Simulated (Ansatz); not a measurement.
# NMR crystallography of CaO with a Ca vacancy: given against relaxed positions

Start: a supercell of CaO (rock salt type, Fm-3m) built from a Materials Project structure (computed, not necessarily an observed phase), with all atoms left at the host's positions.

```
Ca O
1.0
     0.00000    7.21067    7.21067
     7.21067    0.00000    7.21067
     7.21067    7.21067    0.00000
Ca O
26 27
Cartesian
  2.4036 2.4036 0.0000
  4.8071 4.8071 0.0000
  2.4036 0.0000 2.4036
  4.8071 2.4036 2.4036
  7.2107 4.8071 2.4036
  4.8071 0.0000 4.8071
  7.2107 2.4036 4.8071
  9.6142 4.8071 4.8071
  0.0000 2.4036 2.4036
  2.4036 4.8071 2.4036
  4.8071 7.2107 2.4036
  2.4036 2.4036 4.8071
  4.8071 4.8071 4.8071
  7.2107 7.2107 4.8071
  4.8071 2.4036 7.2107
  7.2107 4.8071 7.2107
  9.6142 7.2107 7.2107
  0.0000 4.8071 4.8071
  2.4036 7.2107 4.8071
  4.8071 9.6142 4.8071
  2.4036 4.8071 7.2107
  4.8071 7.2107 7.2107
  7.2107 9.6142 7.2107
  4.8071 4.8071 9.6142
  7.2107 7.2107 9.6142
  9.6142 9.6142 9.6142
  2.4036 2.4036 2.4036
  4.8071 4.8071 2.4036
  7.2107 7.2107 2.4036
  4.8071 2.4036 4.8071
  7.2107 4.8071 4.8071
  9.6142 7.2107 4.8071
  7.2107 2.4036 7.2107
  9.6142 4.8071 7.2107
  12.0178 7.2107 7.2107
  2.4036 4.8071 4.8071
  4.8071 7.2107 4.8071
  7.2107 9.6142 4.8071
  4.8071 4.8071 7.2107
  7.2107 7.2107 7.2107
  9.6142 9.6142 7.2107
  7.2107 4.8071 9.6142
  9.6142 7.2107 9.6142
  12.0178 9.6142 9.6142
  2.4036 7.2107 7.2107
  4.8071 9.6142 7.2107
  7.2107 12.0178 7.2107
  4.8071 7.2107 9.6142
  7.2107 9.6142 9.6142
  9.6142 12.0178 9.6142
  7.2107 7.2107 12.0178
  9.6142 9.6142 12.0178
  12.0178 12.0178 12.0178
```

Atoms are numbered from 1 in the order listed; like atoms form one site, named after its first atom.

The numbers come from a DFT calculation in Ansatz (PBE, plane waves and PAW, scalar-relativistic, collinear spin, 420 eV cutoff, Γ-centred 2×2×2 k-points, Fermi–Dirac smearing 0.01 eV, cell charge -1). Start moments as typed (μB): 0 0 0 0 0 0 0 0 0 0 0 0 0 0 0 0 0 0 0 0 0 0 0 0 0 0 0 0 0.5 0 0 0 0.5 0 0.5 0 0 0 0 0 0 0 0 0 0.5 0 0.5 0 0 0 0.5 0 0 by atom.

The largest force at the start is 1.5 eV/Å. Relaxing the ions at fixed cell moves them by 0.173 Å at most (atom 29, O) and 0.066 Å rms.

| site | atom | moved (Å) | first shell before | first shell after | V_zz before (10²¹ V/m²) | η before |
| --- | --- | --- | --- | --- | --- | --- |
| Ca1 | 1 | 0.065 | 6 O at 2.40 Å | 6 O at 2.37–2.45 Å | 0.41 | 0.64 |
| Ca4 | 4 | 0.006 | 6 O at 2.40 Å | 6 O at 2.40–2.41 Å | -0.028 | 0.00 |
| Ca14 | 14 | 0.011 | 6 O at 2.40 Å | 6 O at 2.24–2.41 Å | 0.089 | 0.00 |
| O27 | 27 | 0.003 | 6 Ca at 2.40 Å | 6 Ca at 2.40–2.41 Å | -0.36 | 0.00 |
| O29 | 29 | 0.173 | 5 Ca at 2.40 Å | 5 Ca at 2.24–2.37 Å | 3.18 | 0.00 |
| O31 | 31 | 0.003 | 6 Ca at 2.40 Å | 6 Ca at 2.40–2.45 Å | -0.21 | 0.06 |

Question: How do the gradients change?

Answer: 

```csv
site,atom,V_zz after,η after,change of V_zz
Ca1,1,-0.90,0.42,–
Ca4,4,0.12,0.00,+0.15
Ca14,14,-1.67,0.00,-1.76
O27,27,0.12,0.00,+0.48
O29,29,0.65,0.00,-2.53
O31,31,0.38,0.10,–
```

The largest change of V_zz along a kept axis is on O29, from 3.18 to 0.65. Small gradients that grow severalfold: Ca14 (0.089 to -1.67). In per cent, |V_zz| changes by -80 on O (all sites that start above 2). V_zz changes sign on O27 (same axis), Ca14 (same axis), Ca4 (same axis). On Ca1, O31 the largest principal value lies along another axis in the second run, so the two V_zz can't be compared directly. Sites without a gradient aren't listed.

The defect repeats with the cell of 53 atoms, so it feels its images: sites between two images don't show the values beside a lone defect, and zeros or small values of η there can come from the images' arrangement. A uniform background compensates the cell's charge. The defect cell has no gap above 0.1 eV on its mesh, so the values can hang on the smearing and the k-mesh.
Before: The neighbours have not yet relaxed around the defect (largest force 1.5 eV/Å), so a real crystal will differ.
After: The relaxation keeps the symmetry of the vacancy's site, so distortions that break it, Jahn–Teller ones too, aren't explored. The run lost most of its start moments on O; a state with other moments may lie lower.
